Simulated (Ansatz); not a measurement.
Os:
```xyz
2
Lattice="2.7541 0.0000 0.0000 -1.3770 2.3851 0.0000 0.0000 0.0000 4.3469" Properties=species:S:1:pos:R:3 pbc="T T T"
Os     0.0000     1.5901     1.0867
Os     1.3770     0.7950     3.2602
```

Relaxed with PBE. Special points in fractions of this cell's reciprocal vectors: Γ (0.000, 0.000, 0.000); M (0.500, 0.000, 0.000); K (0.333, 0.333, 0.000); A (0.000, 0.000, 0.500); L (0.500, 0.000, 0.500); H (0.333, 0.333, 0.500).

Problem. List the band energies nearest the Fermi level at these points for plane-wave PAW PBE (Ansatz code).

Solution. In eV from the Fermi level; about four levels below and three above (degenerate sets whole), none deeper than 8.9 eV; … stands for higher levels left out; points with the same levels are listed once.

| k | below | above |
|---|---|---|
| Γ | -2.21 -2.21 -1.58 -1.58 -0.03 | 1.59 1.59 … |
| M | -3.51 -2.92 -2.56 -1.88 | 1.92 2.47 2.61 |
| K | -4.57 -3.40 -3.40 -1.35 | 1.40 1.40 1.97 |
| A | -3.22 -3.22 -3.22 -3.22 | 0.82 0.82 0.82 0.82 |
| L | -1.23 -1.23 -0.23 -0.23 | 2.25 2.25 3.17 3.17 |
| H | -3.41 -3.41 -1.38 -1.38 | 1.53 1.53 8.10 8.10 |

Space group P6_3/mmc (hcp (Mg type)). The cell was relaxed with PBE under the symmetry of its start. No spin polarisation was allowed. Spin–orbit coupling is left out wherever it is not named.

Potentials: the earlier of the program's two PAW sets.
